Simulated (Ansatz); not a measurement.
# MgIn2S4, first-principles data

MgIn$_{2}$S$_{4}$:
```xyz
14
Lattice="0.0000 5.3308 5.3308 5.3308 0.0000 5.3308 5.3308 5.3308 0.0000" Properties=species:S:1:pos:R:3 pbc="T T T"
Mg     5.3308     5.3308     5.3308
Mg     7.9962     7.9962     7.9962
In     1.3327     1.3327     1.3327
In     1.3327     3.9981     3.9981
In     3.9981     3.9981     1.3327
In     3.9981     1.3327     3.9981
S      9.4047     6.5877     6.5877
S      6.7393     6.7393     3.9223
S      6.5877     9.4047     6.5877
S      3.9223     3.9223     3.9223
S      9.4047     9.4047     9.4047
S      6.7393     3.9223     6.7393
S      6.5877     6.5877     9.4047
S      3.9223     6.7393     6.7393
```

Space group Fd-3m (No. 227), spinel; conventional cell a = b = c = 10.6616 Å, α = β = γ = 90.00°.

Method: DFT-LDA in the program Ansatz with PAW potentials. The cell and atoms are relaxed at this level. Other levels are named where they apply.

Cell and energy:

| Item | Value |
|---|---|
| Volume per atom | 21.64 Å³ |
| Density | 4.19 g/cm³ |
| Formation energy from the elements (no fitted shifts) | -0.88 eV/atom |

Electronic structure:

| Item | Result |
|---|---|
| Band gap | 1.64 eV (direct) |
| Valence-band maximum | at Γ |
| Conduction-band minimum | at Γ |
| Electron effective mass, band 1 of 3 at the edge | 0.60 along [100], 0.44 along [110], 0.41 along [111] (mₑ) |
| Electron effective mass, band 2 of 3 at the edge | 0.31 along [100], 0.38 along [110], 0.36 along [111] (mₑ) |
| Electron effective mass, band 3 of 3 at the edge | 0.31 along [100], 0.31 along [110], 0.36 along [111] (mₑ) |
| Hole effective mass, band 1 of 3 at the edge | 5.1 along [100], 1.4 along [110], 1.1 along [111] (mₑ) |
| Hole effective mass, band 2 of 3 at the edge | 0.48 along [100], 0.64 along [110], 0.58 along [111] (mₑ) |
| Hole effective mass, band 3 of 3 at the edge | 0.48 along [100], 0.48 along [110], 0.58 along [111] (mₑ) |

Mechanics:

| Item | Value |
|---|---|
| Bulk modulus (Birch–Murnaghan fit) | 74.8 GPa |
| Pressure derivative B′ | 4.5 |
| Elastic constants (relaxed ions, GPa) | C11 = 93.1, C12 = 65.6, C44 = 38.6 |
| Mechanical stability | stable (all eigenvalues of C positive) |
| Hill bulk and shear moduli | 74.8 and 25.5 GPa |
| Young's modulus | 68.8 GPa |
| Poisson's ratio | 0.35 |
| Debye temperature from the elastic constants | 296 K |

Dielectric response:

| Property | Value |
|---|---|
| Electronic dielectric constant ε∞ (DFPT) | 6.47 |
| Static dielectric constant ε0 (ions relaxed, cell fixed) | 12.0 |
| Born charges (a third of the trace) | Mg +2.32, In +3.27, S -2.22 e |

Phonons:

| Property | Result |
|---|---|
| Highest zone-centre frequency (without LO–TO term) | 10.58 THz |
| Zone-centre stability | no imaginary mode at Γ |

The workflow started from a Materials Project entry (that database holds measured and hypothetical structures alike); the Crystallography Open Database files this formula in space group No. 227, but the cells were not matched. Its standing as an ambient phase is unchecked. Symmetry was held in the LDA relaxation. The references are the lowest solids computed at this level, not always the standard phases. Scalar-relativistic: spin–orbit coupling is off unless named, which matters more the heavier the elements.

Potentials: the later of the program's two PAW sets.
